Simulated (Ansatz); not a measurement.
GaN:
```
CELL_PARAMETERS angstrom
      0.00000     2.24918     2.24918
      2.24918     0.00000     2.24918
      2.24918     2.24918     0.00000
ATOMIC_POSITIONS crystal
  Ga 0.00000 0.00000 0.00000
  N  0.25000 0.25000 0.25000
```

This is the PBEsol-relaxed structure. Cartesian axes are those of the cell as given.

### Question
All from DFT-PBEsol in the program Ansatz with PAW potentials, unless another level is named. Estimate the Poisson's ratio.

### Answer
0.26.

### Question
Next, the piezoelectric stress constants (proper, relaxed ions, C/m²)?

### Answer
e14 = e25 = e36 = 0.37.

Space group F-43m (zinc blende). Symmetry was held in the PBEsol relaxation. Signs of piezoelectric constants follow the polarity of the cell as given.

Potentials: the earlier of the program's two PAW sets. The files were generated under PBE; for other functionals the program regenerates the frozen cores, and for LDA and PBEsol the local potential too.
